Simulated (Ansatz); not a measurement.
Computed energy against volume: ZnCu2SnS4 (kesterite type, space group I-4)

ZnCu$_{2}$SnS$_{4}$ (kesterite type, space group I-4)

```cif
data_Cu4S8Sn2Zn2
_chemical_formula_sum 'Cu4 Zn2 Sn2 S8'
_space_group_name_H-M_alt 'I-4'
_space_group_IT_number 82
_space_group_name_Hall 'I -4'
_cell_length_a 5.41406
_cell_length_b 5.41406
_cell_length_c 10.82163
_cell_angle_alpha 90.000
_cell_angle_beta 90.000
_cell_angle_gamma 90.000
loop_
_atom_site_label
_atom_site_type_symbol
_atom_site_symmetry_multiplicity
_atom_site_Wyckoff_symbol
_atom_site_fract_x
_atom_site_fract_y
_atom_site_fract_z
_atom_site_occupancy
Cu1 Cu 2 a 0.00000 0.00000 0.00000 1
Cu2 Cu 2 c 0.00000 0.50000 0.25000 1
Zn1 Zn 2 d 0.50000 0.00000 0.25000 1
Sn1 Sn 2 b 0.00000 0.00000 0.50000 1
S1 S 8 g 0.25782 0.26434 0.37088 1
```
(The calculation used a cell of 8 atoms; values per cell refer to that cell.)

Equation-of-state scan: isotropic scaling of the cell above, V₀ being its volume. The atoms relax within the cell's symmetry.

All values below come from r2SCAN (plane waves to 500 eV, PAW, scalar-relativistic; Ansatz, an electronic-structure program). k mesh 9×9×9 (Γ-centred), Fermi-Dirac smearing 0.05 eV. The energy includes the smearing's −TS. Compression counts positive. With the shape held, the modulus is that of even scaling; a crystal free to change shape is softer. ZnCu2SnS4 is run without spin polarisation. ZnCu2SnS4 was relaxed with its symmetry unable to fall. ΔE is measured from the relaxed starting cell.

```json
[
 {"V/V₀": "0.940", "ΔE (meV/atom)": "19.3", "P (GPa)": "5.53"},
 {"V/V₀": "0.950", "ΔE (meV/atom)": "13.1", "P (GPa)": "4.47"},
 {"V/V₀": "0.960", "ΔE (meV/atom)": "8.2", "P (GPa)": "3.47"},
 {"V/V₀": "0.970", "ΔE (meV/atom)": "4.5", "P (GPa)": "2.52"},
 {"V/V₀": "0.980", "ΔE (meV/atom)": "2.0", "P (GPa)": "1.63"},
 {"V/V₀": "0.990", "ΔE (meV/atom)": "0.5", "P (GPa)": "0.80"},
 {"V/V₀": "1.000", "ΔE (meV/atom)": "0.0", "P (GPa)": "0.00"},
 {"V/V₀": "1.010", "ΔE (meV/atom)": "0.5", "P (GPa)": "-0.76"},
 {"V/V₀": "1.020", "ΔE (meV/atom)": "1.8", "P (GPa)": "-1.46"},
 {"V/V₀": "1.030", "ΔE (meV/atom)": "4.1", "P (GPa)": "-2.13"},
 {"V/V₀": "1.040", "ΔE (meV/atom)": "7.1", "P (GPa)": "-2.76"},
 {"V/V₀": "1.050", "ΔE (meV/atom)": "10.9", "P (GPa)": "-3.35"},
 {"V/V₀": "1.060", "ΔE (meV/atom)": "15.4", "P (GPa)": "-3.91"}
]
```

Key numbers:

```yaml
pressure_at_the_smallest_volume: 5.53 GPa
energy_cost_of_the_largest_compression: 19.3 meV/atom
energy_cost_of_the_largest_expansion: 15.4 meV/atom
Bulk modulus at fixed cell shape B₀ (third-order Birch-Murnaghan fit): 77.1 GPa
Pressure derivative B₀′ (fit): 4.8
equilibrium_volume_of_the_fit: 19.82 Å³/atom
Pressure for 5 % compression (fit): 4.5 GPa
```

(Under strain, the slope of the energy per volume gives the stress and its curvature an elastic modulus.)
